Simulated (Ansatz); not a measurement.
## NaI₂: reading a single point

```
I Na
1.0
     0.00000    0.00000    6.23333
     6.22300    0.00000    0.00000
     3.11150    5.84394   -3.11666
I Na
4 2
Direct
  0.11811 0.10320 0.23622
  0.88189 0.89680 0.76378
  0.38189 0.33942 0.76378
  0.61811 0.66058 0.23622
  0.25000 0.00000 0.00000
  0.75000 0.00000 0.00000
```

Single point in Ansatz 0.2.0 with PBE, spin-orbit coupling. Cutoff 420 eV, PAW datasets, 5×5×5 Γ-centred k mesh, cold filling (width 0.0205 eV).

The state carries no moments; the state need not be the lowest.

Task: Where is the largest force?

Result: The largest is on I1 (and as large on other atoms): 3.93 eV/Å, components (2.79, 2.77, 0.00). It makes 141° with the line to a nearest neighbour, Na5 at 2.50 Å, pointing away from it.

Task: What happens at the Fermi level?

Result: It is a metal, with about 9 states/eV a cell as the mean within 0.25 eV of the Fermi level, mostly I p (99 %).

Task: Is it stable against the elements?

Result: 0.19 eV an atom against the elements' usual phases (free molecules for gases, crystals otherwise, with no correction for O₂ or N₂), so at this geometry it isn't bound against them. Relaxing would lower it.

Task: Give the Bader charges.

Result: Bader charges in e: Na +0.74, I -0.37. In the mean Na gives up most and I takes most.

Task: What does the stress say?

Result: The pressure is 11.5 GPa (compression positive), so with the atoms held at these fractions the cell would first expand; the forces are large, so a full relaxation may end otherwise. The principal stresses 10.1, 10.2, 14.3 GPa differ, so its shape would change too.

Origin: a known structure type with other elements, at an estimated volume, so it need not be a known compound. Caveats: atoms or cell far from equilibrium.
